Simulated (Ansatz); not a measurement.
Input and command of a plane-wave DFT calculation in Ansatz:

```yaml
crystal:
  lattice:
    - [0.0, 2.11, 2.2155]
    - [2.11, 0.0, 2.2155]
    - [2.11, 2.11, 0.0]
  atoms:
    - { symbol: Ta, position: [0.0, 0.0, 0.0] }
basis:
  ecutwfc: 420
kpoints:
  mp_grid: { grid: [20, 20, 20] }
hamiltonian:
  xc: pbesol
scf:
  occupations: { method: gaussian, width: 0.15 }
output:
  forces: true
  stress: true
  eigenvalues: true
```

```bash
ansatz run input.yaml --threads 1 --pin off --max-ram 2560MiB --backend cpu --events-out ev --progress --plain --runs-dir out
```

Processor: Intel(R) Xeon(R) Platinum 8488C (Sapphire Rapids), 1 thread, on a host shared with other jobs.

**Question.** How long does it run, and how much memory does it take?

**Answer.** About 4.7 s on 1 thread of Intel(R) Xeon(R) Platinum 8488C (Sapphire Rapids) (shared host), peak memory 0.48 GiB. It solves 11 bands at 641 k points (the mesh reduced by symmetry) with about 371 plane waves, in 6 SCF iterations.
